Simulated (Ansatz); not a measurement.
TaP:
```yaml
crystal:
  lattice:
    - [3.26337, 0.00000, 0.00000]
    - [-1.63169, 2.82616, 0.00000]
    - [0.00000, 0.00000, 3.29777]
  atoms:
    - { symbol: Ta, position: [0.66667, 0.33333, 0.00000] }
    - { symbol: P, position: [0.00000, 0.00000, 0.50000] }
```

Relaxed with LDA. Special points in fractions of this cell's reciprocal vectors: Γ (0.000, 0.000, 0.000); M (0.500, 0.000, 0.000); K (0.333, 0.333, 0.000); A (0.000, 0.000, 0.500); L (0.500, 0.000, 0.500); H (0.333, 0.333, 0.500).

Problem. List the band energies nearest the Fermi level at these points for LDA in the plane-wave PAW code Ansatz.

Solution. In eV from the Fermi level; about four levels below and three above (degenerate sets whole), none deeper than 8.9 eV; points with the same levels are listed once.

| k | below | above |
|---|---|---|
| Γ | -3.21 -2.20 -2.20 -0.56 | 2.32 2.32 5.02 5.02 |
| M | -6.81 -3.19 -2.68 -0.59 | 1.35 3.98 4.47 |
| K | -6.25 -4.54 -3.00 -0.13 | 1.41 2.17 2.19 |
| A | -1.43 -1.43 -0.24 -0.24 | 2.95 3.76 3.76 |
| L | -5.53 -4.65 -3.38 -0.50 | 3.81 3.98 4.55 |
| H | -6.02 -4.93 -2.69 -0.26 | 3.04 4.09 5.42 |

Space group P-6m2. The first step of the workflow began from a Materials Project structure, measured or hypothetical; the Crystallography Open Database copy checked does not list it. COD files the formula under space group No. 141. Whether it is the stable phase at ambient conditions was not checked. The cell was relaxed with LDA under the symmetry of its start; whether a distortion lowers the energy is not shown. No spin polarisation was allowed. Scalar-relativistic: spin–orbit coupling is off unless named, which matters more the heavier the elements.

Potentials: the earlier of the program's two PAW sets. The files were generated under PBE; for other functionals the program regenerates the frozen cores, and for LDA and PBEsol the local potential too.
